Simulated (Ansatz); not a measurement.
SnTe3: relaxed-ion elastic tensor

The calculation used DFT PBE, scalar-relativistic, plane waves, PAW (Ansatz 0.2.0). Settings: 420 eV plane-wave cutoff, Γ-centred 10×10×10 mesh, Fermi-Dirac smearing of 0.15 eV. No spin polarisation.

Equilibrium structure at this level:
```
Sn Te
1.0
    -3.20698    3.20698    3.20698
     3.20698   -3.20698    3.20698
     3.20698    3.20698   -3.20698
Sn Te
1 3
Cartesian
  0.0000 0.0000 0.0000
  3.2070 0.0000 0.0000
  0.0000 3.2070 0.0000
  0.0000 0.0000 3.2070
```

It was reached by relaxing an invented guess, and it needn't be the stable form of this composition. In a metal, frequencies and elastic constants depend on the k mesh and the smearing, soft modes and shear constants most. Spin–orbit coupling is left out, which matters for heavy elements.

(1) Give the relaxed-ion elastic constants (GPa, Voigt order xx yy zz yz xz xy, on the Cartesian axes of the cell above).

(2) Is the crystal stable against homogeneous strain?

Results:

(1)
C11 = 95.3, C12 = 17.0, C13 = 17.0, C22 = 95.3, C23 = 17.0, C33 = 95.3, C44 = 3.8, C55 = 3.8, C66 = 3.8 GPa; the others vanish.

(2) Too close to call: the least eigenvalue is 3.8 GPa, within what the k mesh leaves open in a metal.
